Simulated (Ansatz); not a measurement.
Rb$_{2}$NaRhF$_{6}$ in space group Fm-3m (No. 225; Rb on 8c, Na on 4b, Rh on 4a, F on 24e), r²SCAN (plane waves, PAW; program Ansatz). The conduction-band minimum lies at X, with 3 equivalent valleys. Second derivatives d²E/dk² of the lowest band at one valley (eV·Å²), along Cartesian directions:

```json
[
 {"direction": "[100]", "d²E/dk²": "4.787"},
 {"direction": "[010]", "d²E/dk²": "3.254"},
 {"direction": "[001]", "d²E/dk²": "3.254"},
 {"direction": "[110]", "d²E/dk²": "4.021"},
 {"direction": "[101]", "d²E/dk²": "4.021"},
 {"direction": "[011]", "d²E/dk²": "3.255"}
]
```

### Question
Find the principal effective masses, the density-of-states mass and the conductivity mass.

### Answer
Off-diagonal terms follow from H_xy = H[110] − (H_xx + H_yy)/2, and m*/mₑ = 7.620 eV·Å² over each eigenvalue: 1.6, 2.3, 2.3. One valley's DOS mass (m₁m₂m₃)^(1/3) = 2.1, conductivity mass 3/(Σ 1/mᵢ) = 2.0 mₑ.

### Question
What effective density of states Nc follows at 300 K for parabolic valleys?

### Answer
Nc = 2.509e19 × 3 × (2.1)^(3/2) ≈ 2.3e20 cm⁻³.

The first step of the workflow began from a Materials Project structure, measured or hypothetical; the Crystallography Open Database files this formula in space group No. 225, but the cells were not matched. Whether it is the stable phase at ambient conditions was not checked. The r²SCAN relaxation kept the symmetry of its start; whether a distortion lowers the energy is not shown. No spin polarisation was allowed. Spin–orbit coupling is left out wherever it is not named.

Potentials: the later of the program's two PAW sets.

Edges and masses are those of Kohn–Sham bands, whose gap is no quasiparticle gap.
